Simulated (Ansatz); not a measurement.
## Co (hcp)

Computed with Ansatz (plane waves, PAW, 420 eV cutoff): PBE, scalar-relativistic, collinear spin, Γ-centred 20×20×10 mesh, 0.05 eV Gaussian smearing. The datasets are Ansatz's generated set soft_2.

```yaml
crystal:
  lattice:
    - [2.49338, 0.00000, 0.00000]
    - [-1.24669, 2.15933, 0.00000]
    - [0.00000, 0.00000, 4.03106]
  atoms:
    - { symbol: Co, position: [0.33333, 0.66667, 0.75000] }
    - { symbol: Co, position: [0.66667, 0.33333, 0.25000] }
```

The geometry is fixed. Moments are started on Co in several ways. Signs follow the order of those atoms. q is the propagation vector of an order in a doubled cell, in units of this cell's reciprocal vectors; doubled cells take an equivalent mesh or are counted from a ferromagnetic run in the same cell, unless said otherwise. Energies count from the first row, the state in which the cell was relaxed.

The starts:
- ferromagnetic
- no spin polarisation
- antiferromagnetic in the cell, signs +-
- antiparallel, q = (0, 0, 1/2), signs ++--
- antiparallel, q = (0, 1/2, 0), signs ++--
- antiparallel, q = (0, 1/2, 1/2), signs ++--
- small parallel moments

Problem. Which start ends lowest, and how far above it lies the solution without spin polarisation?

Solution. Lowest, alike within 0.5 meV/atom: ferromagnetic; antiferromagnetic in the cell, signs +- (which ended parallel); antiparallel, q = (0, 1/2, 0), signs ++-- (which ended parallel); small parallel moments (which grew into the full parallel moments). Without spin polarisation the energy is 239 meV/atom higher.

```tsv
start	largest typed moment (μB)	ΔE (meV/atom)	gap on the mesh (eV)	P (GPa)	final spin moments (μB)
ferromagnetic	1.50	0.0	metal	0.0	Co 1.68
no spin polarisation	0.00	238.9	metal	-11.3	none
antiferromagnetic in the cell, signs +-	1.50	0.0	metal	0.0	Co 1.68
antiparallel, q = (0, 0, 1/2), signs ++--	1.50	122.4	metal	-1.2	Co 1.51, -1.51
antiparallel, q = (0, 1/2, 0), signs ++--	1.50	0.0	metal	0.0	Co 1.68
antiparallel, q = (0, 1/2, 1/2), signs ++--	1.50	230.3	metal	-8.3	Co 0.76, -0.76
small parallel moments	0.50	0.0	metal	0.0	Co 1.68
```

These starts lost their opposed signs and ended with parallel moments: antiferromagnetic in the cell, signs +-; antiparallel, q = (0, 1/2, 0), signs ++--.

The program noted a lower state or an instability beside: antiparallel, q = (0, 0, 1/2), signs ++--; antiparallel, q = (0, 1/2, 1/2), signs ++--. The lower rows of the table may be what it saw.

The atoms aren't at rest in: antiparallel, q = (0, 0, 1/2), signs ++-- (forces up to 0.70 eV/Å), so relaxing would lower that row.

Without spin polarisation the pressure is 11.3 GPa lower than in the lowest state, so the magnetic solution wants the larger cell.

Only orders that fit these small cells were tried.

Site moments are of spin, integrated over atomic spheres.

The state of the open shells isn't shown to be the lowest.
